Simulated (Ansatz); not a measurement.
Relaxed candidate structures of BaO:

A. Fm-3m (No. 225), cF8, rock salt type; a = 5.4896 Å, b = 5.4896 Å, c = 5.4896 Å, α = 90.00°, β = 90.00°, γ = 90.00°; O 4a (0.000, 0.000, 0.000); Ba 4b (0.500, 0.500, 0.500)

B. Pm-3m (No. 221), cP2, CsCl type; a = b = c = 3.276 Å, α = β = γ = 90.00°; Ba 1a (0.000, 0.000, 0.000); O 1b (0.500, 0.500, 0.500)

C. P6₃/mmc (No. 194), hP4; a = b = 4.491 Å, c = 5.523 Å, α = β = 90.00°, γ = 120.00°; Ba 2c (0.333, 0.667, 0.250); O 2d (0.667, 0.333, 0.250)

D. F-43m (No. 216), cF8, zinc blende type; a = 5.8614 Å, b = 5.8614 Å, c = 5.8614 Å, α = 90.00°, β = 90.00°, γ = 90.00°; O 4c (0.250, 0.250, 0.250); Ba 4a (0.000, 0.000, 0.000)

Put the candidates in order of energy per atom, lowest first, for PBEsol (plane waves to 420 eV, PAW, scalar-relativistic; Ansatz, a quantum-chemistry and plane-wave program).

A (reference, the lowest of the structures calculated here), C (+0.028 eV/atom), D (+0.066 eV/atom), B (+0.260 eV/atom)

Give each candidate's band gap.

No candidate is metallic. A: 1.84 eV (no spin-orbit coupling); B: 1.75 eV (no spin-orbit coupling); C: 2.16 eV (no spin-orbit coupling); D: 2.27 eV (no spin-orbit coupling).

Each run could gain symmetry but not lose that of its start, so entries can be saddle points. From databases, or of a type measured for this composition: Fm-3m, cF8, rock salt type; the others are generated cells (placed on structure types, drawn at random, substituted or restacked) that were not matched to a known phase here. Energies are at zero temperature and pressure, without zero-point motion. No spin polarisation in the result.
